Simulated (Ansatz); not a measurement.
Consider the following.

B₂O₃ (space group P3_121)

```yaml
crystal:
  lattice:
    - [4.34908, 0.00000, 0.00000]
    - [-2.17454, 3.76641, 0.00000]
    - [0.00000, 0.00000, 8.37155]
  atoms:
    - { symbol: B, position: [0.76771, 0.60152, 0.77479] }
    - { symbol: B, position: [0.39848, 0.16618, 0.10813] }
    - { symbol: B, position: [0.83382, 0.23229, 0.44146] }
    - { symbol: B, position: [0.60152, 0.76771, 0.22521] }
    - { symbol: B, position: [0.16618, 0.39848, 0.89187] }
    - { symbol: B, position: [0.23229, 0.83382, 0.55854] }
    - { symbol: O, position: [0.14690, 0.54911, 0.46026] }
    - { symbol: O, position: [0.45089, 0.59779, 0.79360] }
    - { symbol: O, position: [0.40221, 0.85310, 0.12693] }
    - { symbol: O, position: [0.54911, 0.14690, 0.53974] }
    - { symbol: O, position: [0.59779, 0.45089, 0.20640] }
    - { symbol: O, position: [0.85310, 0.40221, 0.87307] }
    - { symbol: O, position: [0.00000, 0.84077, 0.66667] }
    - { symbol: O, position: [0.15923, 0.15923, 0.00000] }
    - { symbol: O, position: [0.84077, 0.00000, 0.33333] }
```

Equation-of-state scan: isotropic scaling of the cell above, V₀ being its volume. The atoms relax within the cell's symmetry.

Computed with PBEsol (plane waves to 420 eV, PAW, scalar-relativistic; Ansatz, an electronic-structure program). k mesh 7×7×4 (Γ-centred), Fermi-Dirac smearing 0.05 eV. The energy includes the smearing's −TS. Stress and pressure are positive under compression. With the shape held, the modulus is that of even scaling; a crystal free to change shape is softer. B2O3 was relaxed with its symmetry unable to fall. ΔE is measured from the relaxed starting cell.

The scan covers V/V₀ from 0.940 to 1.060 in 9 points.

Problem. What is the fitted pressure derivative B₀′?

Solution. 5.1.

Problem. What bulk modulus at fixed cell shape B₀ follows from a third-order Birch-Murnaghan fit?

Solution. 52.2 GPa.

(Under strain, the slope of the energy per volume gives the stress and its curvature an elastic modulus.)
